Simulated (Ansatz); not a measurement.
## Slab of bcc Cr (110), 6 layers

The slab is cut from the bcc crystal, the stable phase, as relaxed on PAW files (11.56 Å³/atom), with 16 Å of vacuum and a dipole correction:

```
Cr
1.0
     2.46682    0.00000    0.00000
    -0.82227    2.32574    0.00000
     0.00000    0.00000   26.07080
Cr
6
Cartesian
  0.4111 0.5814 8.0000
  1.2334 1.7443 10.0142
  0.4111 0.5814 12.0283
  1.2334 1.7443 14.0425
  0.4111 0.5814 16.0566
  1.2334 1.7443 18.0708
```

Level of theory: DFT with PBE, scalar-relativistic, in Ansatz 0.2.0; a Γ-centred 14×14×1 k mesh, Fermi–Dirac smearing of 0.05 eV, spin-polarised from start moments Cr1 2, Cr2 2, Cr3 2, Cr4 2, Cr5 2, Cr6 2 μB. LAPW: all electrons, basis error target 1 meV/atom; PAW: frozen-core files, cutoff 420 eV.

The bulk energy comes from a cell in the slab's orientation on a 14×14×8 mesh. The surface energy is (E(slab) − N·E(bulk))/2A at zero smearing, the mean of both faces; thin slabs carry quantum-size effects.

Antiferromagnetic order, which Cr and Mn prefer near zero pressure, wasn't tried. The start moments died away, and the runs ended non-magnetic. The cell is 1×1, so reconstructions are forbidden.

Q: As cut, the LAPW slab lies 2.361 eV above 6 atoms of bulk. What surface energy is that?

A: Over two faces of 5.74 Å² it is 205.8 meV/Å², and times 16.02 J/m² per eV/Å² that gives γ = 3.297 J/m².

```tsv
method	γ as cut (J/m²)	γ relaxed (J/m²)	Φ as cut (eV)	Φ relaxed (eV)
LAPW	3.297	?	4.92	?
```

Q: What belongs in the row "LAPW", column "γ relaxed (J/m²)"?

A: 3.228.

Q: Fill in "Φ relaxed (eV)" for the row "LAPW".

A: 4.79.

Q: How do the spacings between the planes relax?

A: From the bottom face up: d12 -4.5 % of 2.014 Å, d23 +0.6 % of 2.014 Å, d34 0.0 % of 2.014 Å, d45 +0.6 % of 2.014 Å, d56 -4.5 % of 2.014 Å.

Q: What changes if the images along the normal are cut off in place of the dipole correction?

A: LAPW then gives: no gap, work function 4.79 eV; PAW: no gap, work function 4.79 eV.
